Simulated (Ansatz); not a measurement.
Input:

ZrPt3:
```xyz
4
Lattice="3.9713 0.0000 0.0000 0.0000 3.9713 0.0000 0.0000 0.0000 3.9713" Properties=species:S:1:pos:R:3 pbc="T T T"
Zr     0.0000     0.0000     0.0000
Pt     1.9857     1.9857     0.0000
Pt     0.0000     1.9857     1.9857
Pt     1.9857     0.0000     1.9857
```

This is the LDA-relaxed structure.

Task: All from the program Ansatz at the LDA level (PAW), unless another level is named. Predict the formation energy from the elements (no fitted shifts).

Result: -1.08 eV/atom.

Task: And the density of states at the Fermi level?

Result: 0.10 states/eV per atom (mean over ±0.08 eV).

Space group Pm-3m (Cu3Au type). The first step of the workflow began from a Materials Project structure, measured or hypothetical; the Crystallography Open Database files this formula in space group No. 221, but the cells were not matched. Its standing as an ambient phase is unchecked. The LDA relaxation kept the symmetry of its start; its stability against distortions is not shown here. The run is not spin-polarised. The references are the lowest solids computed at this level, not always the standard phases. Scalar-relativistic: spin–orbit coupling is off unless named, which matters more the heavier the elements.

Potentials: the later of the program's two PAW sets.
